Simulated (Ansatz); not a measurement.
Starting cell, Mg (hcp, Mg type):

```
Mg
1.0
    6.37284     0.00000     0.00000
   -1.59321     2.75952     0.00000
    0.00000     0.00000     5.22378
Mg
4
Cartesian
  0.00000   1.83968   3.91784
  3.18642   1.83968   3.91784
  1.59321   0.91984   1.30595
  4.77963   0.91984   1.30595
```

Scan: atom 2 (Mg, nearest neighbour Mg at 3.186 Å; its periodic images, 3.2 Å or more away, move with it) is displaced along Cartesian x, direction (1.000, 0.000, 0.000) in Cartesian axes, by s. The other atoms stay.

All values below come from PBE (plane waves to 420 eV, PAW, scalar-relativistic; Ansatz, a program for electronic structure). k mesh 7×14×7 (Γ-centred), Fermi-Dirac smearing 0.05 eV. The energy includes the smearing's −TS. With partly filled bands, energies and forces of such displacements shift with the k mesh and the smearing. Mg was relaxed with its symmetry unable to fall. The zero of ΔE is the undisplaced structure. The last digit holds for this mesh only.

| s (Å) | ΔE (meV/cell) |
|---|---|
| -0.960 | 1609.8 |
| -0.768 | 908.2 |
| -0.576 | 460.9 |
| -0.384 | 189.7 |
| -0.192 | 45.1 |
| 0.000 | 0.0 |
| 0.192 | 45.0 |
| 0.384 | 189.0 |
| 0.576 | withheld |
| 0.768 | 901.9 |
| 0.960 | 1597.7 |

Fit a polynomial form (powers 2, 3, 4) to the given rows and predict ΔE at s = 0.576.

Least squares on the 10 given rows: ΔE = (1180)·s² + (-6.987)·s³ + (607.3)·s⁴, in meV/cell with s in Å; root-mean-square residual 1.48 meV/cell. At 0.576 the fit gives 457.0 meV/cell; the calculation gives 458.3 meV/cell, so the interpolation is off by -1.3 (-0.3 %). The quadratic term alone would give 391.5 meV/cell.

(For displaced atoms, the force is minus the slope of the energy, and its curvature is a force constant, which sets phonon frequencies.)
